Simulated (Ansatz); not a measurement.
Values for one crystal, relaxed and computed with the program Ansatz at the r²SCAN level (PAW); other levels are named.

| Quantity | Result |
|---|---|
| Volume per atom | 20.72 Å³ |
| Band gap | 0.56 eV (indirect) |
| HSE06 gap on the r²SCAN cell | 0.94 eV |
| Young's modulus | 160 GPa |
| Bulk modulus (Birch–Murnaghan fit) | 90.8 GPa |
| Poisson's ratio | 0.21 |
| Pressure derivative B′ | 4.3 |

Problem. Which compound is it?
(A) Si3Ge, P-4m2 (Si on 2g, Si on 1a, Ge on 1c)
(B) SiC, 4H polytype
(C) YSiNO2, P4/mmm (Y on 1b, Si on 1c, N on 1d, O on 2f)
(D) SiO2, Pbcn (Si on 4c, O on 8d)

Solution. A, Si3Ge, P-4m2 (Si on 2g, Si on 1a, Ge on 1c)

The start of the workflow was typed in or built on a structure type; neither database checked (COD, Materials Project) lists it. Its standing as an ambient phase is unchecked. The r²SCAN relaxation kept the symmetry of its start; its stability against distortions is not shown here. Scalar-relativistic: spin–orbit coupling is off unless named, which matters more the heavier the elements.

Potentials: the earlier of the program's two PAW sets.
